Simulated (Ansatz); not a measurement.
# Electric field gradients in TiRh3

The calculation used DFT LDA, scalar-relativistic, plane waves, PAW in Ansatz 0.2.0. Plane waves to 420 eV; Γ-centred k mesh 12×12×12; Fermi-Dirac smearing of 0.15 eV. No spin polarisation.

The cell, relaxed at this level:
```xyz
4
Lattice="3.7729 0.0000 0.0000 0.0000 3.7729 0.0000 0.0000 0.0000 3.7729" Properties=species:S:1:pos:R:3 pbc="T T T"
Ti    0.0000    0.0000    0.0000
Rh    0.0000    1.8864    1.8864
Rh    1.8864    0.0000    1.8864
Rh    1.8864    1.8864    0.0000
```

In a metal these results depend on the k mesh and the smearing. Spin–orbit coupling is left out, which matters for gradients at heavy nuclei.

Give V_zz (10²¹ V/m²) and the asymmetry η at each distinct site.

Results:

```tsv
atom	V_zz	η
Ti (atom 1)	0.000	zero by symmetry
Rh (atom 2)	-3.39	0.00
```

Cost: 1 run of about 0.16 core-minutes, on Arm Neoverse V1 (shared hosts).